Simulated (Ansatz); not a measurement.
The geometry is COD entry 1539528, unchecked; take it as a test cell.

YS: DFT, LDA, PAW with Ansatz's default frozen-core files, scalar-relativistic (Ansatz 0.2.0).

Command: `ansatz run input.yaml --threads 1 --pin off --max-ram 3072MiB --backend cpu --events-out ev --progress --plain --runs-dir out` The run took 10 s on 1 thread of Arm Neoverse V2 (shared host), peak memory 0.34 GiB.

```yaml
crystal:
  lattice:
    - [0.0, 2.74365, 2.74365]
    - [2.74365, 0.0, 2.74365]
    - [2.74365, 2.74365, 0.0]
  atoms:
    - { symbol: "Y", position: [0.5, 0.5, 0.5] }
    - { symbol: S, position: [0.0, 0.0, 0.0] }
kpoints:
  mp_grid: { grid: [8, 8, 8] }
  band_path:
    path:
      - [0.0, 0.0, 0.0]
      - [0.5, 0.0, 0.5]
      - [0.625, 0.25, 0.625]
      - [0.375, 0.375, 0.75]
      - [0.0, 0.0, 0.0]
      - [0.5, 0.5, 0.5]
      - [0.5, 0.25, 0.75]
      - [0.5, 0.0, 0.5]
    npoints: 14
scf:
  occupations: { method: fermi_dirac, width: 0.01 }
hamiltonian:
  xc: lda
  pseudopotentials: { kind: paw }
output:
  forces: true
  stress: true
  eigenvalues: true
  efg: { contact_densities: true }
  populations: true
  bader: true
  dos: { projected: true, de: 0.2, e_range: [-14, 8] }
  write_density: true
  write_potential: true
  elf: true
  volumetric_format: npy
```

Output:

```
Y: output.efg is read without spin–orbit coupling, which moves field gradients at and beside such atoms by some per cent and up to a factor of two; PAW files take it under magnetization.noncollinear and magnetization.spin_orbit
Engine: ansatz 0.2.0
Pseudopotentials: kind: paw
Pseudopotential: Y, paw, valence charge 11, recommended cutoff 420 eV (normal)
Pseudopotential: S, paw, valence charge 6, recommended cutoff 420 eV (normal)
Functional definition: SPW92
  exchange = slater_x
  correlation = pw_c
Crystal: 2 atoms, lattice volume = 41.306 Å³
Basis set: ecut = 420 eV, 869 PW (Γ)
Bands: 13, of which v1, the nominal top of the filled ones, is band 9 counted from 1 (8 counted from 0)
Symmetry: 48 space group operations
Space group: Fm-3m (ITA 225), of the structure as read, at distance tolerance 3.5e-5 Å
k-points: 29 of 512
Non-local potential: Y, projectors of the file, l = 0: 3, l = 1: 2, l = 2: 2, l = 3: 1
Non-local potential: S, projectors of the file, l = 0: 2, l = 1: 2, l = 2: 2
PAW form: soft (Blöchl's): semilocal exchange-correlation on the pseudo side does not see the compensation charge
PAW frozen core: Y, regenerated for the run's functional, and the local potential with it (the file was generated under x = pbe(κ = 0.804, μ = 0.2195149727645171), c = pbe(β = 0.06672455060314922))
PAW frozen core: S, regenerated for the run's functional, and the local potential with it (the file was generated under x = pbe(κ = 0.804, μ = 0.2195149727645171), c = pbe(β = 0.06672455060314922))
PAW one-centre angular grid: Y, 590 points (default); XC on 64 Gauss nodes
PAW one-centre angular grid: S, 110 points (default); XC on 64 Gauss nodes
Initial density: superposition of atomic densities (neutral atoms: chi_scale 0, normalization atom), corrected by the library's trained network
Initial wavefunctions: pseudopotential atomic-orbital guess
Functional: x = slater, c = lda
SCF iter   1: F=—  HF=-4619.489503 eV  |F-HF|=—  |Δ(HF+E_count)|=         —  Δρ=5.53e-3  dr2=6.15e-3  ethr=1.77e-3  ⟨swp⟩=6.4  Hψ=2189  notcnv=0
preconditioner: auto → none  [insulator: Δε(μ)=0.039 eV  Ē_g=9.255 eV  σ=0.010 eV  W_gap=0.62  n_scr=14 (ndim 8)  ℏωp=17.3 eV  f_vac=0.000  D(μ)=2.23/eV (n_scr^D=14)  ε∞_Penn≈4.5]
SCF iter   2: F=—  HF=-4619.486047 eV  |F-HF|=—  |Δ(HF+E_count)|=   3.46e-3  Δρ=2.52e-3  dr2=8.93e-4  ethr=3.62e-5  ⟨swp⟩=2.4  Hψ=819  notcnv=0  defer=11
SCF iter   3: F=—  HF=-4619.485836 eV  |F-HF|=—  |Δ(HF+E_count)|=   2.11e-4  Δρ=5.09e-4  dr2=6.22e-5  ethr=5.25e-6  ⟨swp⟩=1.0  Hψ=366  notcnv=0  defer=11
SCF iter   4: F=—  HF=-4619.485824 eV  |F-HF|=—  |Δ(HF+E_count)|=   1.16e-5  Δρ=8.92e-5  dr2=5.12e-6  ethr=3.66e-7  ⟨swp⟩=2.3  Hψ=523  notcnv=0  defer=11
SCF iter   5: F=—  HF=-4619.485823 eV  |F-HF|=—  |Δ(HF+E_count)|=   1.47e-6  Δρ=3.07e-5  dr2=3.79e-7  ethr=3.01e-8  ⟨swp⟩=2.0  Hψ=468  notcnv=0  defer=11
SCF iter   6: F=-4619.485823 eV  HF=-4619.485823 eV  |F-HF|=7.61e-8  |Δ(HF+E_count)|=   5.47e-8  Δρ=1.13e-5  dr2=8.78e-8  ethr=5.88e-10  ⟨swp⟩=9.3  Hψ=2148  notcnv=0
SCF 1 converged in 6 iterations: F = -4619.485823 eV  dr2 = 8.78e-8
  greatest PAW one-centre occupation: 0.992 electrons in one spin orbital (limit 2), on the Y atom at site 0 (counted from 0), in its partial waves of l = 0
NSCF: frozen V_eff on 99 k-points
SCF converged after 6 iterations
Free energy (F): -4619.485823 eV
Harris-Foulkes:  -4619.485823 eV  (|F-HF|=7.61e-8)
Internal energy: -4619.485165 eV  (E = F + TS)
E sigma→0 (E₀):  -4619.485494 eV
Entropy (-TS):   -0.000658 eV (-0.329 meV/atom)
Fermi energy:    12.146059 eV
--- Per-component energies (eV) ---
  E_band       = -79.900762
  E_kinetic    = 417.361619
  E_local      = -617.757993  (includes V_loc(G=0)·N_el)
  E_nonlocal   = 82.801391
  E_hartree    = 194.922573
  E_xc         = -270.804414
  E_vxc        = -290.017818  (∫ρ·V_xc dr)
  E_paw        = -3293.282239  (= ΣΔE_a)
  E_vpaw       = -62.132826  (= ΣTr[D̂ρ^β])
  E_aug_tail   = 0.000003  (compensation charges beyond the density's cutoff)
  E_ewald      = -1133.208887
  E_core_change = 0.482783  (= ΣΔE_core)
  E_smearing   = -0.000658  (= −TS)
  E_closure    = -0.000000  (closes the sum)
  Σ components = -4619.485823   (vs F -4619.485823, Δ=0.00e0)
--- Forces (eV/Å), atoms counted from 1 ---
  atom   1  Y      0.00000000     0.00000000     0.00000000
  atom   2  S      0.00000000    -0.00000000     0.00000000
  max |Σ_I F_I| component: 4.76e-29 eV/Å
--- Stress (GPa, compression-positive) ---
       -3.803536      -0.000000      -0.000000
       -0.000000      -3.803536       0.000000
        0.000000       0.000000      -3.803536
  P = ⅓ Tr σ = -3.8035 GPa (-38.035 kbar)
--- PAW observables at the nuclei: V_zz in 10²¹ V/m², potentials from the cell's mean, atoms counted from 1 ---
  atom   1  Y  V_zz =    +0.000000   η = 0.0000   by run symmetry: forbidden
            electrostatic potential = -5717.177573 V   contact ρ = 441917.828600 e/Å³
  atom   2  S  V_zz =    -0.000000   η = 0.0000   by run symmetry: forbidden
            electrostatic potential = -1637.607462 V   contact ρ = 19600.339679 e/Å³
--- Band table (eV; the first three rows and the last of 29) ---
  k-point 0: bands = ["-31.0535", "-11.0337", "-11.0337", "-11.0337", "-2.8582", "8.8078", "8.8078", "8.8078", "11.9466", "11.9466", "11.9466", "12.7855", "12.7855"]
  k-point 1: bands = ["-31.0492", "-11.1040", "-11.0386", "-11.0386", "-2.6817", "7.9857", "8.3782", "8.3782", "12.1143", "12.2548", "12.2548", "13.4943", "13.4943"]
  k-point 2: bands = ["-31.0385", "-11.2666", "-11.0504", "-11.0504", "-2.2381", "6.5918", "7.6513", "7.6513", "12.4643", "13.0487", "13.0487", "15.1153", "15.1153"]
  k-point 28: bands = ["-31.0139", "-11.2608", "-11.2608", "-11.1931", "-1.9480", "6.7339", "6.9981", "6.9981", "12.9952", "12.9952", "14.9069", "15.5489", "15.9744"]
--- Löwdin populations: 2 sites ---
  site symbol       q [e]
     0      Y     10.7081
     1      S      6.2093
  spilling = 0.004858 (of n_electrons = 17.000000)
--- Bader charges: 2 sites ---
  site symbol  charge [e]  shift [e]
     0      Y      1.5937     0.0000
     1      S     -1.5937     0.0000
  estimated error of the sums over rays = 4.9e-4 e
```

populations.tsv:

```
# site	symbol	l	j	q
# orbitals = lowdin
# n_electrons = 17.000000
# spilling = 0.004858
0	Y	0_4S	-	1.972567
0	Y	0_5S	-	0.414087
0	Y	1_4P	-	5.985156
0	Y	2_4D	-	2.336291
1	S	0_3S	-	1.577462
1	S	1_3P	-	4.631850
```

bader_charges.tsv:

```
# site	symbol	x_ang	y_ang	z_ang	partial_charge_e	electrons	volume_ang3	relative_density_drop	shared_charge_e	partial_wave_shift_e
# quadrature_error_electrons = 4.9e-4
0	Y	2.7437	2.7437	2.7437	1.59367	37.40633	15.64	-	1.59367	0.00004
1	S	0.0000	0.0000	0.0000	-1.59367	17.59367	25.66	-	-1.59367	0.00004
```

Spin polarisation is left out, and whether a magnetic state lies lower isn't shown here.
